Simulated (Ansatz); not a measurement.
## CsSnI3: strain energy, fitted

CsSnI3, Pm-3m, a = 6.283 Å. The structure is a COD entry; whether it is the stable form wasn't checked. Ansatz: PBE, PAW, 420 eV, Γ-centred 6×6×6 mesh on 5 atoms, Gaussian smearing 0.02 eV; no spin polarisation. Series: equal strain along all axes, cell held, atoms fixed by symmetry; x is the strain in per cent. y is the free energy over the unstrained cell, V0 = 49.610 Å³/atom.

| x (%) | y (meV/atom) |
| --- | --- |
| -6.0 | ? |
| -4.0 | 40.67 |
| -2.0 | 9.67 |
| 0.0 | 0.00 |
| 2.0 | 7.69 |
| 4.0 | 29.30 |
| 6.0 | 61.98 |

Task: Fit y = c2 x² + c3 x³ to the other rows, turn c2 into a modulus, and predict the missing energy.

Result: Least squares on the rows shown. y = 2.2047 x² − 0.081852 x³. In eV per unit strain² c2 is 22.05; the stiffness is B for this strain (E = 9/2 B V0 ε², shape held): 2 × 22.05 × 160.2 / (9 × 49.610) = 15.8 GPa. The unstrained cell keeps some stress along the strain, worth a slope of -0.18 meV/atom per %, which the form leaves out. At x = -6.0 the fit asked for gives 97.05 meV/atom. The run gave 97.83 meV/atom, so the fit is 0.78 meV/atom too low, within twice the rms miss on the fitted rows (0.43 meV/atom).

Symmetry holds off the tilts and polar distortions that many cubic perovskites undergo.

Cost: 7 runs of about 1.2 core-minutes in all, on Arm Neoverse V2 (shared hosts).